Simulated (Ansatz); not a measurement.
# Zone-centre phonons of TiRh3 at 15 GPa: input and output

Level of theory: Ansatz 0.2.0, DFT PBEsol, scalar-relativistic, plane waves, PAW.

Launched with:
```bash
ansatz run input.yaml --threads 1 --pin off --max-ram 3072MiB --backend cpu --events-out ev --progress --plain --runs-dir out
```

Input (bare energies are in eV):
```yaml
crystal:
  lattice:
    - [3.7373716535, 0.0, 0.0]
    - [0.0, 3.7373716535, 0.0]
    - [0.0, 0.0, 3.7373716535]
  atoms:
    - { symbol: Ti, position: [0.0, 0.0, 0.0] }
    - { symbol: Rh, position: [0.0, 0.5, 0.5] }
    - { symbol: Rh, position: [0.5, 0.0, 0.5] }
    - { symbol: Rh, position: [0.5, 0.5, 0.0] }
basis:
  ecutwfc: 420
kpoints:
  mp_grid: { grid: [12, 12, 12] }
hamiltonian:
  xc: pbesol
scf:
  occupations: { method: fermi_dirac, width: 0.15 }
output:
  eigenvalues: true
phonons:
  method: dfpt
  eigenvectors: true
```

Results section of the output:
```
--- Phonons (Γ-DFPT): 3 representative perturbations + reference, on 343 of 1728 k-points (Σ response iterations 11) ---
  k mesh reduced under 8 symmetry operations, with k and −k counted as one. Each operation leaves every solved displacement unchanged or reverses it
  ASR residual: 5.966e-3 → 0.000e0 eV/Å²; symmetrization residual: 2.246e-6 eV/Å²
  ASR residual per site (eV/Å²): 5.97e-3 1.41e-3 1.41e-3 1.41e-3
  Γ frequencies (cm⁻¹): 0.00 0.00 0.00 189.82 189.82 189.82 208.87 208.87 208.87 257.94 257.94 257.94
  non-analytic LO–TO correction: not included (Born effective charges unavailable; polar crystals: no LO–TO splitting at Γ)
```

It took 6.5 min on 1 thread of Arm Neoverse V1, with other jobs on the host, peak memory 2.1 GiB.

In a metal, frequencies and elastic constants depend on the k mesh and the smearing, soft modes and shear constants most. Other phases may be more stable at this pressure.